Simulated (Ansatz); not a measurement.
Starting cell, SrTiO$_{3}$ (cubic perovskite):

```yaml
crystal:
  lattice:
    - [3.93649, 0.00000, 0.00000]
    - [0.00000, 3.93649, 0.00000]
    - [0.00000, 0.00000, 3.93649]
  atoms:
    - { symbol: Sr, position: [0.00000, 0.00000, 0.00000] }
    - { symbol: Ti, position: [0.50000, 0.50000, 0.50000] }
    - { symbol: O, position: [0.00000, 0.50000, 0.50000] }
    - { symbol: O, position: [0.50000, 0.50000, 0.00000] }
    - { symbol: O, position: [0.50000, 0.00000, 0.50000] }
```

In each cell atom 1 (Sr, nearest neighbour O at 2.784 Å; its periodic images, 3.9 Å or more away, move with it) moves by s·(0.707, 0.707, 0.000) (along Cartesian [110]), the rest being held.

Method: PBE (plane waves to 420 eV, PAW, scalar-relativistic; Ansatz, a program for electronic structure). k mesh 7×7×7 (Γ-centred), Fermi-Dirac smearing 0.05 eV. The energy includes the smearing's −TS. Left out: 2 of 11 points, with atoms too close for the PAW data. SrTiO3 is run without spin polarisation. SrTiO3 was relaxed with its symmetry unable to fall. The PAW data are Ansatz's earlier set. ΔE is measured from the undisplaced structure.

| s (Å) | ΔE (meV/cell) |
|---|---|
| -0.672 | 1270 |
| -0.504 | 575 |
| -0.336 | withheld |
| -0.168 | 48 |
| 0.000 | 0 |
| 0.168 | 48 |
| 0.336 | withheld |
| 0.504 | 575 |
| 0.672 | 1270 |

**Question.** Fit an even polynomial form (powers 2, 4) to the given rows and predict ΔE at s = -0.336.

**Answer.** Least squares on the 7 given rows: ΔE = (1562)·s² + (2768)·s⁴, in meV/cell with s in Å; root-mean-square residual 0.9 meV/cell. At -0.336 the fit gives 212 meV/cell; the calculation gives 214 meV/cell, so the interpolation is off by -2 (-0.9 %). The quadratic term alone would give 176 meV/cell.

(A displaced cell: forces are minus the slopes of the energy, force constants its curvatures, and phonons follow from these.)
